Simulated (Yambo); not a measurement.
Yambo run on Si (diamond, space group Fd-3m, No. 227). The wavefunctions come from this Quantum ESPRESSO step (PBEsol, PseudoDojo standard norm-conserving files, scalar-relativistic):

```
&CONTROL
  calculation = 'nscf'
  pseudo_dir = './pseudo'
  outdir = './out'
/
&SYSTEM
  ibrav = 0
  nat = 2
  ntyp = 1
  ecutwfc = 36.0
  ecutrho = 144.0
  occupations = 'fixed'
  force_symmorphic = .true.
  nbnd = 149
/
&ELECTRONS
  conv_thr = 2e-09
  diago_full_acc = .true.
  diago_thr_init = 1e-08
/
ATOMIC_SPECIES
Si 28.0850 Si.upf
CELL_PARAMETERS angstrom
  0.000000000000   2.716140823000   2.716140823000
  2.716140823000   0.000000000000   2.716140823000
  2.716140823000   2.716140823000   0.000000000000
ATOMIC_POSITIONS crystal
Si   0.750000000000   0.750000000000   0.750000000000
Si   0.500000000000   0.500000000000   0.500000000000
K_POINTS automatic
4 4 4 0 0 0
```

Yambo input:

```
rim_cut
gw0
dyson
el_el_corr
HF_and_locXC
ppa
em1d
RandQpts= 1000000
RandGvec= 1 Ry
EXXRLvcs= 36 Ry
VXCRLvcs= 144 Ry
Chimod= "HARTREE"
% BndsRnXp
 1 | 148 |
%
NGsBlkXp= 14 Ry
% LongDrXp
 1.0 | 1.0 | 1.0 |
%
PPAPntXp= 27.2114 eV
% GbndRnge
 1 | 148 |
%
GTermKind= "BG"
DysSolver= "n"
ExtendOut
% QPkrange
 1 | 1 | 4 | 5 |
 3 | 3 | 4 | 5 |
 7 | 7 | 4 | 5 |
 8 | 8 | 4 | 5 |
%
```

k points by index: 1 = Γ, 3 = L, 7 = X, 8 = W.

Table of the .qp output:

```
#    K-point    Band    Eo [eV]    E [eV]    E-Eo [eV]    Vxc [eV]    Vnlxc [eV]    Sc|Eo [eV]    Sc|E [eV]    dSc/dw|Eo [eV]    Re(Z)    Im(Z)
#
    1    4    0.000000    -0.783922    -0.783922    -11.23198    -12.89738    0.650882    0.881477    -8.003521    0.772720    -0.001617
    1    5    2.512798    2.465859    -0.046939    -10.01589    -5.737017    -4.339584    -4.325807    -8.012263    0.772528    -0.001773
    3    4    -1.205350    -1.996695    -0.791346    -10.98362    -13.12346    1.106217    1.348486    -8.329502    0.765632    -0.001818
    3    5    1.452285    1.389476    -0.062809    -10.08436    -5.928882    -4.236044    -4.218290    -7.707501    0.779271    -0.001567
    7    4    -2.874398    -3.657106    -0.782708    -10.54132    -13.33191    1.753233    2.007890    -8.851010    0.754556    -0.002480
    7    5    0.595904    0.552786    -0.043118    -9.044162    -5.166888    -3.931883    -3.920392    -7.272198    0.789108    -0.001515
    8    4    -3.904310    -4.574361    -0.670050    -9.956532    -12.79361    1.909799    2.167032    -10.38080    0.723211    -0.021627
    8    5    4.180865    4.088592    -0.092273    -9.609789    -5.043262    -4.685453    -4.658800    -7.874017    0.775572    -0.001753
```
(The two width columns are left out.) Convergence of these settings isn't established.

Geometry relaxed with PBEsol.
